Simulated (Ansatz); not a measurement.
# Ta4O: energy along a strain

Ta4O, P4/mmm, a = 3.211 Å, c = 7.342 Å. The structure is a Materials Project entry; whether it is the stable form wasn't checked. Ansatz: PBEsol, PAW, 420 eV, Γ-centred 14×14×8 mesh on 5 atoms, Gaussian smearing 0.15 eV; no spin polarisation. Cell vectors (Å): 3.211 0.000 0.000; 0.000 3.211 0.000; 0.000 0.000 7.342. The cell is strained by x per cent times the pattern (0 0 1 0 0 0) in the order xx yy zz yz xz xy (engineering shears), with fractional coordinates held. y is the free energy over the start, V0 = 15.139 Å³/atom. Points with a strain past 8.5 % were computed too (3) and aren't used here.

```
x (%) y (meV/atom)
-7.50             ?
-5.00         65.26
-2.50         15.15
 0.00          0.00
 2.50         11.89
 5.00         43.60
 7.50         89.63
```

Task: Fit y = c2 x² + c3 x³ to the other rows, get the stiffness along the pattern, and predict the missing energy.

Result: Least squares on the rows shown. y = 2.1946 x² − 0.081183 x³. The clamped-ion stiffness p·C·p = 2 × 21.95 eV × 160.2 / 15.139 Å³ = 464 GPa, which is C33 in these axes. At x = -7.50 the fit asked for gives 157.70 meV/atom. The run gave 159.08 meV/atom, so the fit is 1.38 meV/atom too low, 0.87 % of the span of the series, against an rms of 0.61 meV/atom on the fitted rows. The row lies outside the fitted range. With a term in x⁴ added, a fit to the same known rows predicts 162.74 meV/atom, which misses by about as much or more on the other side: the known rows don't fix the higher terms.

Spin–orbit coupling is left out, which can shift energies with elements as heavy as these.